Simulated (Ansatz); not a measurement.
# KI2: from a guess to a relaxed structure

Method: DFT PBE, scalar-relativistic, plane waves, PAW (Ansatz 0.2.0). Cutoff 420 eV, Gaussian smearing, Γ-centred meshes. Cell and atoms relax first on a coarse mesh and then on a finer one. In between, the cell is made exact in the group found at 0.06 Å. In metals the finer mesh still leaves noise of several meV/atom or more. The steps can't lower the symmetry of their start. No spin polarisation.

Recipe of this trial structure of KI2: random cell by space group and Wyckoff sites (F-43m, No. 216). Its size is a rough estimate.

Space group F-43m (No. 216). a = 8.134 Å, b = 8.134 Å, c = 8.134 Å, α = 90.00°, β = 90.00°, γ = 90.00°
| atom | site | symmetry | x | y | z |
| --- | --- | --- | --- | --- | --- |
| K | 4c | -43m | 0.2500 | 0.2500 | 0.2500 |
| I | 4d | -43m | 0.2500 | 0.2500 | 0.7500 |
| I | 4b | -43m | 0.5000 | 0.0000 | 0.0000 |

Energies over the elements count from the elements' standard structures at the same level, with no fitted energy shifts.

**Question.** Describe the relaxed structure.

**Answer.** The symmetry stays F-43m (No. 216). The volume per atom grows by 16.0 %, from 44.9 to 52.0 Å³. The shortest distance goes from 3.52 Å (K–I and I–I) to 3.70 Å (K–I and I–I). Conventional cell: a = 8.548 Å. Around K lie 4 I at 3.70 Å and 6 I at 4.27 Å; I on its first site is surrounded by 4 I at 3.70 Å and 6 K at 4.27 Å; I on its second site has 4 K at 3.70 Å and 4 I at 3.70 Å.

```cif
data_structure
_symmetry_space_group_name_H-M 'F-43m'
_symmetry_Int_Tables_number 216
_cell_length_a 8.5478
_cell_length_b 8.5478
_cell_length_c 8.5478
_cell_angle_alpha 90.000
_cell_angle_beta 90.000
_cell_angle_gamma 90.000
_cell_volume 624.54
loop_
_atom_site_label
_atom_site_type_symbol
_atom_site_symmetry_multiplicity
_atom_site_Wyckoff_symbol
_atom_site_fract_x
_atom_site_fract_y
_atom_site_fract_z
_atom_site_occupancy
K1 K 4 c 0.25000 0.25000 0.25000 1
I1 I 4 d 0.25000 0.25000 0.75000 1
I2 I 4 b 0.50000 0.00000 0.00000 1
```

**Question.** Give its energy and gap.

**Answer.**

| Item | Value |
| --- | --- |
| Energy over the elements | −0.66 eV/atom |
| Gap on the 10×10×10 mesh of the 3-atom cell | 0 eV (a metal) |

The last run used Gaussian smearing of 0.10 eV. Spin–orbit coupling, which can matter for I, is left out. An odd number of electrons in the primitive cell allows no gap without spin; a larger cell or a magnetic state could open one. The cell is a metal run without spin; a magnetic state may lie lower. The reference form of I is held partly by dispersion forces, which this level lacks. A structure relaxed within its symmetry needn't be a true minimum. Another cell of KI2 relaxed alike, in P4/mmm, lies 298 meV/atom lower, so this cell isn't the stable form at this level.
